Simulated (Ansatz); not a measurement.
Cd$_{3}$TeSe$_{2}$ (P3m1) at 2 levels of theory

One geometry, relaxed with PBE; plane waves with PAW potentials in Ansatz, scalar-relativistic. No spin polarisation. Gaps are the least over mesh and band path; pressure is positive in compression.

```yaml
crystal:
  lattice:
    - [4.48156, 0.00000, 0.00000]
    - [-2.24078, 3.88114, 0.00000]
    - [0.00000, 0.00000, 10.98005]
  atoms:
    - { symbol: Cd, position: [0.00000, 0.00000, 0.00035] }
    - { symbol: Cd, position: [0.33333, 0.66667, 0.67972] }
    - { symbol: Cd, position: [0.66667, 0.33333, 0.31931] }
    - { symbol: Te, position: [0.33333, 0.66667, 0.41934] }
    - { symbol: Se, position: [0.00000, 0.00000, 0.75560] }
    - { symbol: Se, position: [0.66667, 0.33333, 0.07568] }
```

```json
{"level": "PBE", "cutoff (eV)": "420", "k mesh": "12×12×4", "gap (eV)": "0.09", "pressure (GPa)": "0.0"}
```

Task: What comes out on the same cell with PBEsol?

Result:
```json
{"level": "PBEsol", "cutoff (eV)": "420", "k mesh": "12×12×4", "gap (eV)": "0", "pressure (GPa)": "-2.4"}
```

Spin-orbit coupling matters for the bands of heavy elements and is left out. The smearing is narrow for a metal on this mesh.

The cell was found from a structure generator's guess, not taken from experiment.
